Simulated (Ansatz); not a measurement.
Rb2NaRhF6:
```
Rb2NaRhF6
1.0
    0.00000     4.23411     4.23411
    4.23411     0.00000     4.23411
    4.23411     4.23411     0.00000
Rb Na Rh F
2 1 1 6
Direct
  0.75000   0.75000   0.75000
  0.25000   0.25000   0.25000
  0.50000   0.50000   0.50000
  0.00000   0.00000   0.00000
  0.76531   0.23469   0.23469
  0.23469   0.76531   0.76531
  0.23469   0.76531   0.23469
  0.76531   0.23469   0.76531
  0.23469   0.23469   0.76531
  0.76531   0.76531   0.23469
```

Relaxed with r²SCAN. Special points in fractions of this cell's reciprocal vectors: Γ (0.000, 0.000, 0.000); X (0.500, 0.000, 0.500); U (0.625, 0.250, 0.625); K (0.375, 0.375, 0.750); L (0.500, 0.500, 0.500); W (0.500, 0.250, 0.750).

Problem. List the band energies nearest the valence-band maximum at these points for DFT-r²SCAN in the program Ansatz with PAW potentials.

Solution. In eV from the valence-band maximum; about four levels below and three above (degenerate sets whole), none deeper than 8.9 eV; points with the same levels are listed once.

```json
[
 {"k": "Γ", "below": "-2.91 -2.91 -2.91 -0.16 -0.16 -0.16", "above": "3.01 3.01 5.33"},
 {"k": "X", "below": "-2.93 -0.21 0.00 0.00", "above": "2.60 3.02 7.65"},
 {"k": "U", "below": "-3.00 -0.16 -0.04 -0.02", "above": "2.70 2.98 8.04"},
 {"k": "L", "below": "-3.07 -0.12 -0.08 -0.08", "above": "2.93 2.93 7.52"},
 {"k": "W", "below": "-3.08 -3.08 -0.10 -0.10 0.00", "above": "2.71 2.96 8.35 8.35"}
]
```

Space group Fm-3m. The first step of the workflow began from a Materials Project structure, measured or hypothetical; the Crystallography Open Database files this formula in space group No. 225, but the cells were not matched. Whether it is the stable phase at ambient conditions was not checked. Symmetry was held in the r²SCAN relaxation; its stability against distortions is not shown here. The run is not spin-polarised. Scalar-relativistic: spin–orbit coupling is off unless named, which matters more the heavier the elements.

Potentials: the later of the program's two PAW sets.
